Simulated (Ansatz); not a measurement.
Al:
```yaml
crystal:
  lattice:
    - [0.00000, 2.00699, 2.00699]
    - [2.00699, 0.00000, 2.00699]
    - [2.00699, 2.00699, 0.00000]
  atoms:
    - { symbol: Al, position: [0.00000, 0.00000, 0.00000] }
```

Relaxed with PBEsol. Special points in fractions of this cell's reciprocal vectors: Γ (0.000, 0.000, 0.000); X (0.500, 0.000, 0.500); U (0.625, 0.250, 0.625); K (0.375, 0.375, 0.750); L (0.500, 0.500, 0.500); W (0.500, 0.250, 0.750).

**Question.** List the band energies nearest the Fermi level at these points for PBEsol in the plane-wave PAW code Ansatz.

**Answer.** In eV from the Fermi level; about four levels below and three above (degenerate sets whole), none deeper than 8.9 eV; … stands for higher levels left out; points with the same levels are listed once.

```json
[
 {"k": "Γ", "below": "–", "above": "…"},
 {"k": "X", "below": "-2.97 -1.62", "above": "5.23 …"},
 {"k": "U", "below": "-1.92 -1.40 -0.37", "above": "…"},
 {"k": "L", "below": "-4.67 -4.41", "above": "…"},
 {"k": "W", "below": "-0.87 -0.87", "above": "0.11 …"}
]
```

Space group Fm-3m (fcc (Cu type)). The cell was relaxed with PBEsol under the symmetry of its start.

Potentials: the earlier of the program's two PAW sets.
